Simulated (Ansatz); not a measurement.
Ag₃SI (anti-perovskite, space group No. 221), DFT-PBE in the program Ansatz with PAW potentials, all energies at zero smearing, with the estimated change up to a 700 eV cutoff added, with one set of potentials and settings (totals compare only within such a set). Cell of 5 atoms (3 Ag, 1 S, 1 I): -31186.840 eV.

```json
[
 {"element": "Ag", "reference phase": "R-3m, 3 atoms in the cell", "E (eV/atom)": "-7590.5531"},
 {"element": "S", "reference phase": "Fddd, 32 atoms in the cell", "E (eV/atom)": "-902.0599"},
 {"element": "I", "reference phase": "Cmce, 4 atoms in the cell", "E (eV/atom)": "-7512.9095"}
]
```

Formation energy per atom, worked out: (-31186.840 − 3×(-7590.5531) − 1×(-902.0599) − 1×(-7512.9095))/5 = -0.042 eV/atom (-4 kJ per mol of atoms), at 0 K, without zero-point energy or fitted corrections.

Space group Pm-3m (anti-perovskite). The workflow started from an entry of the Crystallography Open Database (COD), which files this formula under 2 space groups. Whether it is the stable phase at ambient conditions was not checked. The cell was relaxed with PBE under the symmetry of its start; whether a distortion lowers the energy is not shown. The run is not spin-polarised. The references are the lowest solids computed at this level, not always the standard phases. Spin–orbit coupling is left out wherever it is not named.

Potentials: the later of the program's two PAW sets.
